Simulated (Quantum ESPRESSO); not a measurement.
**Kohn-Sham bands of PdCl₂ (P2/m)**

```yaml
crystal:
  lattice:
    - [4.37032, 0.00000, 0.00000]
    - [0.00000, 3.42022, 0.00000]
    - [-0.65503, 0.00000, 11.85715]
  atoms:
    - { symbol: Pd, position: [0.00000, 0.50000, 0.00000] }
    - { symbol: Pd, position: [0.50000, 0.00000, 0.50000] }
    - { symbol: Cl, position: [0.44295, 0.50000, 0.36722] }
    - { symbol: Cl, position: [0.55705, 0.50000, 0.63278] }
    - { symbol: Cl, position: [0.13366, 0.00000, 0.87861] }
    - { symbol: Cl, position: [0.86634, 0.00000, 0.12139] }
```

Materials Project entry mp-1018888; symmetrised, unrelaxed at this level. Not found in the COD (Crystallography Open Database) copy used, which has the formula in other groups; not checked further. Level: PBEsol, spinors with spin-orbit coupling; pw.x of Quantum ESPRESSO at 66 Ry with PseudoDojo potentials, 4×4×4 k-points, Wannier90. Density: 8×10×4 mesh, Gaussian smearing 0.01 Ry. The cell is built of weakly bound layers, chains or molecules. Database cells relaxed without dispersion often hold them too far apart, which can enlarge gaps and weakens couplings between them; spacing and stacking were not compared with the measured crystal.

Energies are relative to the valence-band maximum; weights are on the orthonormalised atomic waves of the pseudopotential files, averaged over the group. 64 electrons a cell are treated as valence.

| bands | from (eV) | to (eV) | filling | weight on atomic waves |
|---|---|---|---|---|
| 1–4 | -83.62 | -83.60 | filled | [?] |
| 5–8 | -52.56 | -52.54 | filled | [?] |
| 9–12 | -48.39 | -48.36 | filled | [?] |
| 13–16 | -47.60 | -47.58 | filled | [?] |
| 17–24 | -15.42 | -14.66 | filled | [?] |
| 25–64 | -5.60 | 0.00 | filled | [?] |
| 65–68 | 0.74 | 1.58 | empty | [?] |

Problem. Which atomic shells make up each group?

Solution. 
- 1–4, weight on atomic waves: Pd 4s 99 %
- 5–8, weight on atomic waves: Pd 4p 100 %
- 9–12, weight on atomic waves: Pd 4p 100 %
- 13–16, weight on atomic waves: Pd 4p 100 %
- 17–24, weight on atomic waves: Cl 3s 95 %
- 25–64, weight on atomic waves: Cl 3p 54 %, Pd 4d 44 %
- 65–68, weight on atomic waves: Cl 3p 50 %, Pd 4d 45 %

The Kohn-Sham gap over both meshes and the path is 0.74 eV.
